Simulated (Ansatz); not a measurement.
Na2Te (anti-fluorite, Fm-3m), the program Ansatz at the r²SCAN level (PAW). The conduction-band minimum lies at Γ, with 1 equivalent valley. Second derivatives d²E/dk² of the lowest band at one valley (eV·Å²), along Cartesian directions:

```json
[
 {"direction": "[100]", "d²E/dk²": "31.97"},
 {"direction": "[010]", "d²E/dk²": "31.97"},
 {"direction": "[001]", "d²E/dk²": "31.97"},
 {"direction": "[110]", "d²E/dk²": "31.96"},
 {"direction": "[101]", "d²E/dk²": "31.96"},
 {"direction": "[011]", "d²E/dk²": "31.96"}
]
```

### Question
Find the principal effective masses, the density-of-states mass and the conductivity mass.

### Answer
Off-diagonal terms follow from H_xy = H[110] − (H_xx + H_yy)/2, and m*/mₑ = 7.620 eV·Å² over each eigenvalue: 0.24, 0.24, 0.24. One valley's DOS mass (m₁m₂m₃)^(1/3) = 0.24, conductivity mass 3/(Σ 1/mᵢ) = 0.24 mₑ.

### Question
What effective density of states Nc follows at 300 K for parabolic valleys?

### Answer
Nc = 2.509e19 × 1 × (0.24)^(3/2) ≈ 3.0e18 cm⁻³.

The workflow started from a Materials Project entry (that database holds measured and hypothetical structures alike); the Crystallography Open Database files this formula in space group No. 225, but the cells were not matched. Whether it is the stable phase at ambient conditions was not checked. The r²SCAN relaxation kept the symmetry of its start; whether a distortion lowers the energy is not shown. Spin–orbit coupling is left out wherever it is not named.

Potentials: the later of the program's two PAW sets.

Edges and masses are those of Kohn–Sham bands, whose gap is no quasiparticle gap.
